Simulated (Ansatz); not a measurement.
Relaxed-ion elastic tensor of Al (diamond, Fd-3m) in GPa (Voigt order), r²SCAN (plane waves, PAW; program Ansatz); density 1.63 g/cm³, 27.43 Å³ per atom.

```json
[
 {"": "1", "1": "21.4", "2": "49.6", "3": "49.6", "4": "0.0", "5": "0.0", "6": "0.0"},
 {"": "2", "1": "49.6", "2": "21.4", "3": "49.6", "4": "0.0", "5": "0.0", "6": "0.0"},
 {"": "3", "1": "49.6", "2": "49.6", "3": "21.4", "4": "0.0", "5": "0.0", "6": "0.0"},
 {"": "4", "1": "0.0", "2": "0.0", "3": "0.0", "4": "-32.9", "5": "0.0", "6": "0.0"},
 {"": "5", "1": "0.0", "2": "0.0", "3": "0.0", "4": "0.0", "5": "-32.9", "6": "0.0"},
 {"": "6", "1": "0.0", "2": "0.0", "3": "0.0", "4": "0.0", "5": "0.0", "6": "-32.9"}
]
```

Q: Is the crystal mechanically stable?

A: No: the smallest eigenvalue of C is -32.9 GPa.

The start of the workflow was typed in or built on a structure type; neither database checked (COD, Materials Project) lists it. It is not the phase usual at ambient conditions (space group No. 225). The r²SCAN relaxation kept the symmetry of its start. At this level the phase is mechanically unstable. As this level gives no gap, shear constants depend on the k-mesh and smearing (Fermi–Dirac, 0.1 eV here).

Potentials: the later of the program's two PAW sets.
